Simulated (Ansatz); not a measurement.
**CuS: energy along a strain**

CuS, F-43m, a = 5.160 Å (as given, not relaxed at this level: -1.9 GPa). The structure is a Materials Project entry; whether it is the stable form wasn't checked. Ansatz: PBEsol, PAW, 420 eV, Γ-centred 16×16×16 mesh on 2 atoms, Gaussian smearing 0.15 eV; no spin polarisation. Cell vectors (Å): 0.000 2.580 2.580; 2.580 0.000 2.580; 2.580 2.580 0.000. The cell is strained by x per cent times the pattern (1 0 0 0 0 0) in the order xx yy zz yz xz xy (engineering shears), with fractional coordinates held. y is the free energy over the start, V0 = 17.174 Å³/atom.

| x (%) | y (meV/atom) |
| --- | --- |
| -6.00 | 8.82 |
| -4.50 | 2.43 |
| -3.00 | -1.08 |
| -1.50 | -1.84 |
| 0.00 | 0.00 |
| 1.50 | 4.31 |
| 3.00 | 10.97 |
| 4.50 | 19.88 |
| 5.25 | ? |
| 6.00 | 30.92 |

**Question.** Fit y = c1 x + c2 x² + c3 x³ to the other rows, get the stiffness along the pattern, and predict the missing energy.

**Answer.** Least squares on the rows shown. y = 2.0639 x + 0.55158 x² − 0.0061728 x³. The clamped-ion stiffness p·C·p = 2 × 5.516 eV × 160.2 / 17.174 Å³ = 103 GPa, which is C11 in these axes (second derivative at the start, which stands under stress). At x = 5.25 the fit asked for gives 25.15 meV/atom. The run gave 25.14 meV/atom, so the fit is 0.01 meV/atom too high, within the rms miss on the fitted rows (0.01 meV/atom).

Spin polarisation was left out, and a magnetic state may lie lower.